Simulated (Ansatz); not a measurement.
The cell below belongs to a search over invented structures; it isn't taken from experiment.

Input and command of a plane-wave DFT calculation in Ansatz:

```yaml
crystal:
  lattice:
    - [-1.9322114598, 1.9322114598, 7.4255002458]
    - [1.9322114598, -1.9322114598, 7.4255002458]
    - [1.9322114598, 1.9322114598, -7.4255002458]
  atoms:
    - { symbol: In, position: [0.0, 0.0, 0.0] }
    - { symbol: Ga, position: [0.75, 0.25, 0.5] }
    - { symbol: Pd, position: [0.25, 0.75, 0.5], spin: 1.0 }
    - { symbol: Se, position: [0.6240272323, 0.6240272323, 0.0] }
    - { symbol: Se, position: [0.3759727677, 0.3759727677, 0.0] }
basis:
  ecutwfc: 420
kpoints:
  mp_grid: { grid: [6, 6, 6] }
hamiltonian:
  xc: pbe
scf:
  occupations: { method: gaussian, width: 0.1 }
  lower_state_search: "off"
output:
  forces: true
  stress: true
  eigenvalues: true
  populations: true
magnetization:
  spin_polarized: true
```

```bash
ansatz run input.yaml --threads 1 --pin off --max-ram 2560MiB --backend cpu --events-out ev --progress --plain --runs-dir out
```

Processor: Intel(R) Xeon(R) Processor @ 2.70GHz, 1 thread, on a host shared with other jobs.

Q: How long does it run, and how much memory does it take?

A: About 62 s, peak memory 0.55 GiB. It solves 47 bands at 30 k points (after reduction by symmetry) with about 2189 plane waves, in 17 SCF iterations.
